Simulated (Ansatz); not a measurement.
Consider the following.

Y$_{3}$Si$_{2}$Ni$_{6}$:
```cif
data_Ni24Si8Y12
_chemical_formula_sum 'Y12 Si8 Ni24'
_space_group_name_H-M_alt 'Im-3m'
_space_group_IT_number 229
_space_group_name_Hall '-I 4 2 3'
_cell_length_a 8.72899
_cell_length_b 8.72899
_cell_length_c 8.72899
_cell_angle_alpha 90.000
_cell_angle_beta 90.000
_cell_angle_gamma 90.000
loop_
_atom_site_label
_atom_site_type_symbol
_atom_site_symmetry_multiplicity
_atom_site_Wyckoff_symbol
_atom_site_fract_x
_atom_site_fract_y
_atom_site_fract_z
_atom_site_occupancy
Y1 Y 12 e 0.00000 0.00000 0.28764 1
Si1 Si 8 c 0.25000 0.25000 0.25000 1
Ni1 Ni 24 h 0.00000 0.32933 0.32933 1
```
(The calculation used a cell of 22 atoms; values per cell refer to that cell.)

This is the r²SCAN-relaxed structure.

Problem. All from r²SCAN in the plane-wave PAW code Ansatz, unless another level is named. Estimate the electronic character.

Solution. metallic (no gap).

Problem. Next, the density of states at the Fermi level?

Solution. 0.21 states/eV per atom (mean over ±0.08 eV).

Problem. Predict the formation energy from the elements (no fitted shifts).

Solution. -0.65 eV/atom.

The workflow started from a Materials Project entry (that database holds measured and hypothetical structures alike); the Crystallography Open Database copy checked does not list it. Its standing as an ambient phase is unchecked. The cell was relaxed with r²SCAN under the symmetry of its start; its stability against distortions is not shown here. The run is not spin-polarised. The references are the lowest solids computed at this level, not always the standard phases. Scalar-relativistic: spin–orbit coupling is off unless named, which matters more the heavier the elements.

Potentials: the later of the program's two PAW sets.
